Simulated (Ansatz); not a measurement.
Polymorphs of GeSe, each relaxed with DFT-PBE in the program Ansatz with PAW potentials:

A: P6_3mc
a = 4.799 Å, b = 4.799 Å, c = 11.479 Å, α = 90.00°, β = 90.00°, γ = 120.00°

```
atom  site  symmetry       x       y       z
----  ----  --------  ------  ------  ------
Ge      2a       3m.  0.0000  0.0000  0.0198
Ge      2b       3m.  0.3333  0.6667  0.2697
Se      2a       3m.  0.0000  0.0000  0.2923
Se      2b       3m.  0.3333  0.6667  0.0439
```

B: Pnma
a = 11.216 Å, b = 3.884 Å, c = 4.521 Å, α = 90.00°, β = 90.00°, γ = 90.00°

```tsv
atom	site	symmetry	x	y	z
Ge	4c	.m.	0.1273	0.2500	0.1203
Se	4c	.m.	0.3528	0.2500	0.0015
```

Task: Order them by energy per atom at 0 K (lowest first) at the level PBE.

Result: B (+0 meV/atom), A (+115 meV/atom)

Task: Give each one's gap.

Result: A 0.78 eV; B 0.86 eV.

Constructed cells (a structure type filled with these elements, in neither database checked): A. Not the usual ambient phase: A. Weakly bound layers, chains or molecules computed without a dispersion correction, so cells and soft constants are ill determined: B. All cells were relaxed under the symmetry of their starts (and spin orders); stability against distortions was not tested throughout. Scalar-relativistic: spin–orbit coupling is off unless named, which matters more the heavier the elements.

Energies hold the estimated change up to a 700 eV cutoff; steps of a few meV lie near the error of the meshes.

Potentials: the later of the program's two PAW sets.
